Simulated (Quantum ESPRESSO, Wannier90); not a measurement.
Se (R-3): Wannier90 run

```
begin unit_cell_cart
ang
    0.0000000000    0.0000000000    4.8395190000
   -5.6553249495   -3.2651033819   -1.6131730000
    5.6553249495   -3.2651033819   -1.6131730000
end unit_cell_cart
begin atoms_frac
Se   0.0927300000  0.2435900000  0.3668200000
Se  -0.0927300000 -0.2435900000 -0.3668200000
Se  -0.2740900000 -0.3668200000 -0.1232300000
Se   0.2740900000  0.3668200000  0.1232300000
Se  -0.1508600000  0.1232300000 -0.2435900000
Se   0.1508600000 -0.1232300000  0.2435900000
end atoms_frac
```

Cell from Materials Project (mp-147), symmetrised, no further relaxation. COD (Crystallography Open Database) has the formula in 4 space groups, this one among them (matched by group alone). Method: PBEsol plane waves in Quantum ESPRESSO 7.5 (PseudoDojo norm-conserving files, 69 Ry, no spin polarisation, no spin-orbit coupling), Bloch states on a 4×4×4 mesh through Γ, Wannier90 4.0.1. Density: 8×8×8 mesh, cold smearing 0.01 Ry. The cell is built of weakly bound layers, chains or molecules, whose nearest atoms lie 3.42 Å apart. Database cells relaxed without dispersion often hold them too far apart, which can enlarge gaps and weakens couplings between them; spacing and stacking were not compared with the measured crystal. Spin-orbit coupling, left out, would split the p-like bands by a few tenths of an eV.

Bands 31-48 form an isolated set from -15.43 to 0.00 eV relative to the valence-band maximum (on the path) and are turned into 18 Wannier functions by minimising the spread from the start: SCDM (isolated).

Problem. Where do the functions sit, how wide are they and what are they made of?

Solution. 
```json
[
 {"functions": "6", "spread (Å²)": "1.87", "nearest atom, distance (Å)": "Se 0.56", "second atom, distance (Å)": "Se 2.47", "weight on atomic waves": "Se 4p 61 %, Se 4s 34 %"},
 {"functions": "6", "spread (Å²)": "1.67", "nearest atom, distance (Å)": "Se 0.48", "second atom, distance (Å)": "Se 2.52", "weight on atomic waves": "Se 4p 49 %, Se 4s 47 %"},
 {"functions": "6", "spread (Å²)": "1.70", "nearest atom, distance (Å)": "Se 1.15", "second atom, distance (Å)": "Se 1.22", "weight on atomic waves": "Se 4p 85 %, Se 4s 13 %"}
]
```

Ω_I = 28.09 Å², Ω_total = 31.43 Å²; the interpolated bands follow pw.x to 5.7 meV rms on the path. It is the lowest total spread that any start reached here.
